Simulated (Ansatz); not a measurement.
MnSi₂:
```yaml
crystal:
  lattice:
    - [2.55191, 0.00000, 0.00000]
    - [0.00000, 4.59425, 0.00000]
    - [0.00000, 0.00000, 6.85865]
  atoms:
    - { symbol: Mn, position: [0.00000, 0.00000, 0.00000], spin: 2.9 }
    - { symbol: Si, position: [0.50000, 0.50000, 0.17529] }
    - { symbol: Si, position: [0.50000, 0.50000, 0.82471] }
    - { symbol: Mn, position: [0.00000, 0.50000, 0.50000], spin: -2.9 }
    - { symbol: Si, position: [0.50000, 0.00000, 0.67529] }
    - { symbol: Si, position: [0.50000, 0.00000, 0.32471] }
```

Relaxed with PBE. Special points in fractions of this cell's reciprocal vectors: Γ (0.000, 0.000, 0.000); X (0.500, 0.000, 0.000); S (0.500, 0.500, 0.000); Y (0.000, 0.500, 0.000); Z (0.000, 0.000, 0.500); U (0.500, 0.000, 0.500); R (0.500, 0.500, 0.500); T (0.000, 0.500, 0.500).

**Question.** List the band energies nearest the Fermi level at these points for plane-wave PAW PBE (Ansatz code).

**Answer.** In eV from the Fermi level; about four levels below and three above (degenerate sets whole), none deeper than 8.9 eV; points with the same levels are listed once.

| k | below | above |
|---|---|---|
| Γ ↑ | -1.27 -1.18 -0.74 -0.53 | 1.45 1.66 1.80 |
| X ↑ | -0.96 -0.74 -0.69 -0.56 | 0.07 0.35 0.90 |
| S ↑ | -1.36 -1.31 -1.09 -0.28 | 0.41 0.43 0.84 |
| Y ↑ | -1.35 -1.26 -1.22 -0.64 | 0.69 1.13 1.45 |
| Z ↑ | -1.43 -1.27 -1.18 -0.84 | 0.44 1.09 1.44 |
| U ↑ | -1.60 -0.34 -0.30 -0.26 | 0.09 1.05 1.45 |
| R ↑ | -1.96 -1.48 -1.35 -0.34 | 0.35 0.76 1.01 |
| T ↑ | -1.94 -1.26 -1.22 -1.22 | 0.79 1.00 1.45 |

Space group Cmmm. The cell is a constructed one: a structure type filled with these elements; neither database checked (COD, Materials Project) lists it. Its standing as an ambient phase is unchecked. The PBE relaxation kept the symmetry of its start, as lowered by the spin order; whether a distortion lowers the energy is not shown. The final state is antiferromagnetic, chosen from 4 collinear starts compared on coarse meshes (ties went to the first, and starts can fall back to one state), not a proven ground state. A crystal of weakly bound units computed without a dispersion correction: the cell and the soft elastic constants depend strongly on that. Point labels and valley counts follow the cell and symmetry of the run, lower than the named group.

Potentials: the later of the program's two PAW sets.
